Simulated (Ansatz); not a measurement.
Ansatz (an electronic-structure program) input:

Ansatz 0.2 input:
```yaml
crystal:
  lattice:
    - [0.0, 3.3678140516, 3.3678140516]
    - [3.3678140516, 0.0, 3.3678140516]
    - [3.3678140516, 3.3678140516, 0.0]
  atoms:
    - { symbol: In, position: [0.0, 0.0, 0.0] }
    - { symbol: In, position: [0.25, 0.25, 0.25] }
kpoints:
  mp_grid: { grid: [8, 8, 8] }
  band_path:
    path:
      - [[0.0, 0.0, 0.0], [0.5, 0.0, 0.5], [0.625, 0.25, 0.625]]  # Γ-X-U
      - [[0.375, 0.375, 0.75], [0.0, 0.0, 0.0], [0.5, 0.5, 0.5], [0.5, 0.25, 0.75], [0.5, 0.0, 0.5]]  # K-Γ-L-W-X
    npoints: 12
basis: { xc_grid: 2 }
hamiltonian:
  xc: pbe
  pseudopotentials: { azcp: { folder: ./paw }, kind: paw_fr }
magnetization: { noncollinear: true, spin_orbit: true }
scf:
  n_extra_bands: 12
  convergence: { dr2_threshold: 0.0000000001 }
  occupations: { method: gaussian, width: 0.05 }
output: { eigenvalues: true }
```

Output (shortened):

```
Pseudopotentials: kind: paw_fr
Pseudopotential: In, paw, valence charge 13
Functional definition: PBE
non-collinear run that drives no moment, with spin-orbit …
Crystal: 2 atoms, lattice volume = 76.397 Å³
Basis set: ecut = 420 eV, 1459 PW (Γ), exchange–correlation on 64×64×64 points (8 copies of the dense FFT grid, shifted against one another)
Bands: 38, of which v1, the nominal top of the filled ones, is band 26 counted from 1 (25 counted from 0)
Symmetry: 48 space group operations + 48 with time reversal
k-points: 29 of 512
Projection manifold: j_resolved (fully-relativistic pseudo-atomic orbitals)
Initial density: superposition of atomic densities (chi_scale 0.1, normalization cell)
Initial wavefunctions: pseudopotential atomic-orbital guess
Eigensolver: davidson
Functional: x = pbe(κ = 0.804, μ = 0.2195149727645171), c = pbe(β = 0.06672455060314922)
SCF iter   1: F=—  HF=-11198.991273 eV  |F-HF|=—  |Δ(HF+E_count)|=         —  Δρ=1.27e-2  dr2=1.09e-1  dr2_m=0.00e0 (ungated)  ethr=3.10e-3  |M|=0.00e0 ∫|m|=0.00e0 μB  |m|>n=0.0e0 m-floor=0.0e0 τ_xc=0.0e0  β_m=0.30  ⟨swp⟩=7.0  Hψ=2897  notcnv=0  defer=36
all-band conjugate gradients solve this SCF's bands
preconditioner: auto → Kerker (q_TF=auto, 2.280 Å⁻¹)
spin=Noncollinear: Kerker preconditioning applied to the charge; magnetization (m_x, m_y, m_z) channels mix plain (no charge-response kernel on spin).
SCF iter   2: F=—  HF=-11198.979894 eV  |F-HF|=—  |Δ(HF+E_count)|=   1.14e-2  Δρ=9.99e-3  dr2=6.21e-2  dr2_m=0.00e0 (ungated)  ethr=4.19e-4  |M|=0.00e0 ∫|m|=0.00e0 μB  |m|>n=0.0e0 m-floor=0.0e0 τ_xc=0.0e0  β_m=0.64  ⟨swp⟩=2.0  Hψ=738  notcnv=0  defer=180
SCF iter   3: F=—  HF=-11198.985530 eV  |F-HF|=—  |Δ(HF+E_count)|=   5.64e-3  Δρ=2.67e-3  dr2=3.97e-3  dr2_m=0.00e0 (ungated)  ethr=2.39e-4  |M|=0.00e0 ∫|m|=0.00e0 μB  |m|>n=0.0e0 m-floor=0.0e0 τ_xc=0.0e0  β_m=0.82  ⟨swp⟩=2.0  Hψ=914  notcnv=0  defer=186
SCF iter   4: F=—  HF=-11198.987141 eV  |F-HF|=—  |Δ(HF+E_count)|=   1.61e-3  Δρ=6.64e-4  dr2=4.41e-4  dr2_m=0.00e0 (ungated)  ethr=1.53e-5  |M|=0.00e0 ∫|m|=0.00e0 μB  |m|>n=0.0e0 m-floor=0.0e0 τ_xc=0.0e0  β_m=0.91  ⟨swp⟩=3.0  Hψ=864  notcnv=0  defer=186
SCF iter   5: F=—  HF=-11198.987255 eV  |F-HF|=—  |Δ(HF+E_count)|=   1.14e-4  Δρ=2.51e-4  dr2=1.46e-4  dr2_m=0.00e0 (ungated)  ethr=1.69e-6  |M|=0.00e0 ∫|m|=0.00e0 μB  |m|>n=0.0e0 m-floor=0.0e0 τ_xc=0.0e0  β_m=0.95  ⟨swp⟩=2.0  Hψ=794  notcnv=0  defer=186
SCF iter   6: F=—  HF=-11198.987323 eV  |F-HF|=—  |Δ(HF+E_count)|=   6.74e-5  Δρ=9.68e-5  dr2=2.14e-5  dr2_m=0.00e0 (ungated)  ethr=5.63e-7  |M|=0.00e0 ∫|m|=0.00e0 μB  |m|>n=0.0e0 m-floor=0.0e0 τ_xc=0.0e0  β_m=0.98  ⟨swp⟩=2.0  Hψ=539  notcnv=0  defer=186
SCF iter   7: F=—  HF=-11198.987330 eV  |F-HF|=—  |Δ(HF+E_count)|=   7.34e-6  Δρ=1.81e-5  dr2=5.03e-7  dr2_m=0.00e0 (ungated)  ethr=8.22e-8  |M|=0.00e0 ∫|m|=0.00e0 μB  |m|>n=0.0e0 m-floor=0.0e0 τ_xc=0.0e0  β_m=0.99  ⟨swp⟩=2.1  Hψ=574  notcnv=0  defer=186
SCF iter   8: F=—  HF=-11198.987351 eV  |F-HF|=—  |Δ(HF+E_count)|=   2.12e-5  Δρ=3.52e-6  dr2=8.67e-9  dr2_m=0.00e0 (ungated)  ethr=1.93e-9  |M|=0.00e0 ∫|m|=0.00e0 μB  |m|>n=0.0e0 m-floor=0.0e0 τ_xc=0.0e0  β_m=0.99  ⟨swp⟩=2.0  Hψ=822  notcnv=0  defer=186
SCF iter  10: F=-11198.987351 eV  HF=-11198.987351 eV  |F-HF|=5.09e-11  |Δ(HF+E_count)|=  1.95e-10  Δρ=1.18e-7  dr2=9.91e-12  dr2_m=0.00e0 (ungated)  ethr=1.00e-12  |M|=0.00e0 ∫|m|=0.00e0 μB  |m|>n=0.0e0 m-floor=0.0e0 τ_xc=0.0e0  ⟨swp⟩=9.0  Hψ=2065  notcnv=0
SCF 1 converged in 10 iterations: F = -11198.987351 eV  dr2 = 9.91e-12
NSCF: frozen V_eff on 74 k-points
SCF converged after 10 iterations
Magnetization: |M| = 0.0000 μB,  M = (+0.0000, +0.0000, +0.0000) μB
Absolute magnetization: 0.0000 μB (∫|m|)
  site 0: m = (+0.0000, +0.0000, +0.0000) μB, |m| = 0.0000 μB  (R = 1.20 Å)
  site 1: m = (+0.0000, +0.0000, +0.0000) μB, |m| = 0.0000 μB  (R = 1.20 Å)
Free energy (F): -11198.987351 eV
Harris-Foulkes:  -11198.987351 eV  (|F-HF|=5.09e-11)
Internal energy: -11198.984882 eV  (E = F + TS)
E sigma→0 (E₀):  -11198.986117 eV
Entropy (-TS):   -0.002470 eV (-1.235 meV/atom)
Fermi energy:    5.459010 eV
--- Per-component energies (eV) ---
  E_band       = -163.892340
  E_kinetic    = 432.615961
  E_local      = -2744.821978  (includes V_loc(G=0)·N_el)
  E_nonlocal   = 653.001105
  E_hartree    = 1110.534048
  E_xc         = -285.842421
  E_vxc        = -178.244146  (∫ρ·V_xc dr)
  E_paw        = -8418.255629  (= ΣΔE_a)
  E_vpaw       = -547.511637  (= ΣTr[D̂ρ^β])
  E_aug_tail   = 0.000299  (compensation charges beyond the density's cutoff)
  E_ewald      = -1946.216266
  E_smearing   = -0.002470  (= −TS)
  E_closure    = 0.000000  (closes the sum)
  Σ components = -11198.987351   (vs F -11198.987351, Δ=0.00e0)
  [band-id]    e_kinetic+e_local+e_nonlocal+2·e_hartree+e_vxc+e_vpaw+e_augmentation_tail = -163.892300   (vs E_band -163.892340, Δ=3.99e-5)
--- Band table (eV; the first three rows and the last of 29) ---
  k-point 0: bands = ["-9.4652", "-9.4652", "-9.4652", "-9.4652", "-9.3580", "-9.3580", "-9.3580", "-9.3580", "-8.7616", "-8.7616", "-8.4962", "-8.4962", "-8.4962", "-8.4962", "-8.4037", "-8.4037", "-8.4037", "-8.4037", "-8.3014", "-8.3014", "-2.3044", "-2.3044", "7.3674", "7.3674", "7.4287", "7.4287", "7.9336", "7.9336", "7.9336", "7.9336", "9.1700", "9.1700", "9.5408", "9.5408", "9.5408", "9.5408", "11.4368", "11.4368"]
  k-point 1: bands = ["-9.4677", "-9.4677", "-9.4609", "-9.4609", "-9.3628", "-9.3628", "-9.3540", "-9.3540", "-8.7487", "-8.7487", "-8.5163", "-8.5163", "-8.5037", "-8.5037", "-8.3944", "-8.3944", "-8.3910", "-8.3910", "-8.3059", "-8.3059", "-2.1571", "-2.1571", "5.7516", "5.7516", "7.2450", "7.2450", "7.6134", "7.6134", "8.2024", "8.2024", "9.6802", "9.6802", "9.9276", "9.9276", "10.1645", "10.1645", "12.2726", "12.2726"]
  k-point 2: bands = ["-9.4723", "-9.4723", "-9.4493", "-9.4493", "-9.3751", "-9.3751", "-9.3460", "-9.3460", "-8.7165", "-8.7165", "-8.5548", "-8.5548", "-8.5176", "-8.5176", "-8.3760", "-8.3760", "-8.3714", "-8.3714", "-8.3174", "-8.3174", "-1.7280", "-1.7280", "3.9152", "3.9152", "6.7697", "6.7697", "7.1280", "7.1280", "7.8882", "7.8882", "10.1655", "10.1655", "10.3957", "10.3957", "11.6926", "11.6926", "12.6006", "12.6006"]
  k-point 28: bands = ["-9.4735", "-9.4735", "-9.4536", "-9.4536", "-9.3779", "-9.3779", "-9.3263", "-9.3263", "-8.6502", "-8.6502", "-8.5685", "-8.5685", "-8.5247", "-8.5247", "-8.4987", "-8.4987", "-8.3380", "-8.3380", "-8.2623", "-8.2623", "0.7694", "0.7694", "0.8156", "0.8156", "4.3791", "4.3791", "4.5182", "4.5182", "10.5400", "10.5400", "10.7831", "10.7831", "10.9319", "10.9319", "10.9584", "10.9584", "15.8347", "15.8347"]
  band table: 38 of 38 bands, residual norms ≤ 1.0e-3 eV
```

Cost: around 40 core-seconds (rough) on shared cores.

Space group Fd-3m (diamond). The start of the workflow was typed in or built on a structure type; neither database checked (COD, Materials Project) lists it. It is not the phase usual at ambient conditions (space group No. 139). The cell was relaxed with PBE under the symmetry of its start; its stability against distortions is not shown here.

Potentials: the earlier of the program's two PAW sets.

Ansatz is a plane-wave DFT program.
